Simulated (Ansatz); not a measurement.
I (beta tin type), DFT, PBEsol, all-electron LAPW, scalar-relativistic (Ansatz 0.2.0), on 1 thread of Arm Neoverse V2 (shared host).

Command: `ansatz run input.yaml --threads 1 --pin off --max-ram 3584MiB --backend cpu --events-out ev --progress --plain --runs-dir out`

```yaml
crystal:
  lattice:
    - [-2.7132487002, 2.7132487002, 1.4109363039]
    - [2.7132487002, -2.7132487002, 1.4109363039]
    - [2.7132487002, 2.7132487002, -1.4109363039]
  atoms:
    - { symbol: I, position: [-0.375, -0.125, -0.25] }
    - { symbol: I, position: [0.375, 0.125, 0.25] }
kpoints:
  mp_grid: { grid: [15, 15, 15] }
scf:
  occupations: { method: fermi_dirac, width: 0.1 }
hamiltonian:
  xc: pbesol
  pseudopotentials: { kind: all_electron, lapw: { basis_error: 0.0005 } }
output:
  forces: true
  stress: true
  eigenvalues: true
relax:
  f_tol: 0.005
  max_steps: 12
  cell: { p_target: 62.0, stress_tol: 0.031 }
```

Question: How large is the problem that the program sets up?

Answer: 288 irreducible k-points, 451 plane waves at Γ, 30 bands.

Question: About how long does it take, and how much memory?

Answer: 120 s of wall time for 9 SCF iterations over 1 geometries, with a peak of 0.94 GiB. Times on shared machines scatter by tens of per cent.
